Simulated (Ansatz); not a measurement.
Relaxed-ion elastic tensor of CuIr$_{2}$S$_{4}$ (spinel, Fd-3m) in GPa (Voigt order), LDA in the plane-wave PAW code Ansatz; density 8.37 g/cm³, 16.34 Å³ per atom.

|  | 1 | 2 | 3 | 4 | 5 | 6 |
|---|---|---|---|---|---|---|
| 1 | 211 | 105 | 105 | 0.0 | 0.0 | 0.0 |
| 2 | 105 | 211 | 105 | 0.0 | 0.0 | 0.0 |
| 3 | 105 | 105 | 211 | 0.0 | 0.0 | 0.0 |
| 4 | 0.0 | 0.0 | 0.0 | 49.3 | 0.0 | 0.0 |
| 5 | 0.0 | 0.0 | 0.0 | 0.0 | 49.3 | 0.0 |
| 6 | 0.0 | 0.0 | 0.0 | 0.0 | 0.0 | 49.3 |

Question: Is the crystal mechanically stable?

Answer: Yes: the smallest eigenvalue of C is 49.3 GPa.

Question: Work out the Voigt, Reuss and Hill averages.

Answer: K_V = 140, K_R = 140, K_H = 140; G_V = 50.9, G_R = 50.8, G_H = 50.8 GPa.

Question: Give Young's modulus, Poisson's ratio, Pugh's ratio and the universal anisotropy index.

Answer: E = 9KG/(3K + G) = 136 GPa; ν = 0.34; K/G = 2.76 (ductile by the Pugh limit of 1.75); A_U = 5G_V/G_R + K_V/K_R − 6 = 0.01.

Question: Estimate the sound speeds and the Debye temperature.

Answer: v_l = √((K + 4G/3)/ρ) = 4990 m/s, v_t = √(G/ρ) = 2460 m/s, mean 2770 m/s; Θ = (h/k)(3n/4πV)^(1/3) v_m = 325 K.

Question: Give the Zener ratio and Young's modulus along [100], [110] and [111].

Answer: A = 2C44/(C11 − C12) = 0.93; 1/E = S11 − 2(S11 − S12 − S44/2)Γ with Γ = 0, 1/4, 1/3 gives 142, 135, 132 GPa.

Question: Solve the Christoffel equation for the three sound speeds along [100], [110], [111].

Answer: Eigenvalues of C_ijkl n_j n_l equal ρv². In km/s, slowest first: [100] 2.43, 2.43, 5.02; [110] 2.43, 2.52, 4.98; [111] 2.49, 2.49, 4.96.

The workflow started from an entry of the Crystallography Open Database (COD, 295 K), which files this formula under 2 space groups. Whether it is the stable phase at ambient conditions was not checked. The LDA relaxation kept the symmetry of its start; of distortions, only those at the zone centre were tested. No spin polarisation was allowed. As this level gives no gap, shear constants depend on the k-mesh and smearing (Fermi–Dirac, 0.1 eV here). Scalar-relativistic: spin–orbit coupling is off unless named, which matters more the heavier the elements.

Potentials: the later of the program's two PAW sets.
